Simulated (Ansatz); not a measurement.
C (graphite, P6_3/mmc) under volume change, the program Ansatz at the PBE+D3(BJ) level (PAW), shape and atoms relaxed at each volume.

```csv
V (Å³/atom),E − E(relaxed) (meV/atom),P (GPa)
8.085,10.1,4.86
8.351,3.9,2.68
8.618,0.8,1.09
8.884,0.0,0.00
9.151,0.7,-0.78
9.417,2.4,-1.28
9.684,4.8,-1.58
```

Question: What does a third-order Birch–Murnaghan fit give for V₀, B₀ and B′?

Answer: V₀ = 8.88 Å³/atom, B₀ = 31.4 GPa, B′ = 11.5.

Symmetry was held in the PBE+D3(BJ) relaxation.

Potentials: the earlier of the program's two PAW sets.
